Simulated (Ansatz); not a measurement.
**BiPd, one cell by several methods**

```xyz
4
Lattice="4.2300 0.0000 0.0000 -2.1150 3.6633 0.0000 0.0000 0.0000 5.6900" Properties=species:S:1:pos:R:3 pbc="T T T"
Bi    0.0000    2.4422    1.4225
Bi    2.1150    1.2211    4.2675
Pd    0.0000    0.0000    0.0000
Pd    0.0000    0.0000    2.8450
```

Atoms are numbered in the order listed.

The cell is COD entry 9004224, as deposited and not checked against the literature; nothing was relaxed.

Spin polarisation is left out, and whether a magnetic state lies lower isn't shown here.

No spin–orbit coupling, which matters for the heavy atoms here.

All numbers are computed: DFT, PBEsol, PAW with Ansatz's default frozen-core files, scalar-relativistic (Ansatz 0.2.0); DFT, PBEsol, all-electron PAW with datasets made for the crystal, scalar-relativistic (Ansatz 0.2.0); DFT, PBEsol, all-electron LAPW, scalar-relativistic (Ansatz 0.2.0).

For PAW: a Γ-centred 9×9×6 k mesh, Fermi–Dirac smearing of 0.03 eV, cutoff 420 eV, no spin polarisation; the PAW files were made with PBE, and the program remakes their frozen cores for this functional. The crystal-made all-electron datasets (AE datasets) take a cutoff of 260 eV at this cell. LAPW targets a basis error of 0.5 meV/atom. The Ansatz runs share mesh, smearing and spin set-up. Plane-wave (PAW) pressures include the program's estimate of the Pulay term.

Stress and pressure are positive in compression.

Spin–orbit coupling is left out, which moves gradients at and beside heavy atoms by some per cent and at worst by a factor of two.

In a metal, gradients converge slowly with the k mesh: the values move by tens of per cent from one mesh to another, at times in sign, so only the comparison on one mesh counts.

Levels count from the Fermi level.

```tsv
quantity	PAW	AE datasets	LAPW
pressure (GPa)	0.20	0.20	0.20
stress xx (GPa)	0.47	0.48	0.48
stress zz (GPa)	-0.36	-0.36	-0.36
highest filled level at Γ (eV)	-2.056	-2.056	-2.056
lowest empty level at Γ (eV)	0.037	0.037	0.037
highest filled level at M (eV)	-1.282	-1.281	-1.281
lowest empty level at M (eV)	1.701	1.701	1.701
highest filled level at A (eV)	-0.842	-0.842	-0.842
lowest empty level at A (eV)	2.411	2.411	2.411
largest principal field gradient Vzz at Bi1 (10²¹ V/m²)	7.62	7.70	–
largest principal field gradient Vzz at Pd3 (10²¹ V/m²)	-5.27	-5.17	–
```

PAW's pressure differs from the LAPW value by about 0.01 GPa or less.
